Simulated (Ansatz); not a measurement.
Relaxed-ion elastic tensor of Os (diamond, Fd-3m) in GPa (Voigt order), r²SCAN in the plane-wave PAW code Ansatz; density 15.04 g/cm³, 21.00 Å³ per atom.

```
 231   217   217   0.0   0.0   0.0
 217   231   217   0.0   0.0   0.0
 217   217   231   0.0   0.0   0.0
 0.0   0.0   0.0  11.1   0.0   0.0
 0.0   0.0   0.0   0.0  11.1   0.0
 0.0   0.0   0.0   0.0   0.0  11.1
```

Task: Is the crystal mechanically stable?

Result: Yes: the smallest eigenvalue of C is 11.1 GPa.

Task: Work out the Voigt, Reuss and Hill averages.

Result: K_V = 222, K_R = 222, K_H = 222; G_V = 9.6, G_R = 9.1, G_H = 9.3 GPa.

Task: Give Young's modulus, Poisson's ratio, Pugh's ratio and the universal anisotropy index.

Result: E = 9KG/(3K + G) = 27.6 GPa; ν = 0.48; K/G = 23.71 (ductile by the Pugh limit of 1.75); A_U = 5G_V/G_R + K_V/K_R − 6 = 0.23.

Task: Estimate the sound speeds and the Debye temperature.

Result: v_l = √((K + 4G/3)/ρ) = 3940 m/s, v_t = √(G/ρ) = 788 m/s, mean 901 m/s; Θ = (h/k)(3n/4πV)^(1/3) v_m = 97.2 K.

Task: Give the Zener ratio and Young's modulus along [100], [110] and [111].

Result: A = 2C44/(C11 − C12) = 1.55; 1/E = S11 − 2(S11 − S12 − S44/2)Γ with Γ = 0, 1/4, 1/3 gives 21.4, 28.9, 32.8 GPa.

The start of the workflow was typed in or built on a structure type; neither database checked (COD, Materials Project) lists it. It is not the phase usual at ambient conditions (space group No. 194). The cell was relaxed with r²SCAN under the symmetry of its start; its stability against distortions is not shown here. The run is not spin-polarised. As this level gives no gap, shear constants depend on the k-mesh and smearing (Fermi–Dirac, 0.1 eV here). Scalar-relativistic: spin–orbit coupling is off unless named, which matters more the heavier the elements.

Potentials: the earlier of the program's two PAW sets.
